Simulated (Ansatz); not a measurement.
## Formation energy of ReO3-type MoI3

The computed numbers are results of PBEsol, scalar-relativistic (collinear spin) in the plane-wave PAW code Ansatz at 420 eV, Γ-centred 6×6×6 mesh, 0.05 eV Gaussian smearing. The datasets are Ansatz's generated set soft_2.

This is a trial structure made by placing the elements on a prototype's sites, so it needn't be the stable form. The ideal cubic cell shuts out tilts of the octahedra, which such structures often take.

It takes space group Pm-3m (No. 221, cubic). Conventional cell: a = 5.532 Å, b = 5.532 Å, c = 5.532 Å, α = 90.00°, β = 90.00°, γ = 90.00°. Around Mo (site symmetry m-3m) lie 6 I at 2.77 Å. Around I (site symmetry 4/mmm) lie 2 Mo at 2.77 Å. (Neighbours are counted to 15 % beyond the shortest distance.)

The elements were computed in their standard states with the same datasets, cutoff and functional. The compound's run is ferromagnetic, with site spin moments Mo 2.06 μB. Absolute energies hang on the potentials; compare differences alone.

Energy of the relaxed cell (4 atoms, smearing extrapolated to zero): -27193.275 eV. Elements, in eV/atom: Mo -4897.469, I -7432.288.

Problem. What is the formation energy?

Solution. [-27193.275 − (1 × -4897.469 + 3 × -7432.288)] / 4 = 0.26 eV/atom, or 26 kJ per mole of atoms.

The value is for 0 K, without zero-point energy. Uncorrected semilocal values for oxides, chalcogenides and halides often miss by tenths of an eV an atom. A positive value means that this structure is unstable even against the elements at this level.

Spin–orbit coupling, which matters for such heavy elements, is left out. The run wasn't fully tested for a lower electronic state. Site moments are of spin, integrated over atomic spheres. Only parallel moments were tried, so the real magnetic order may be another.
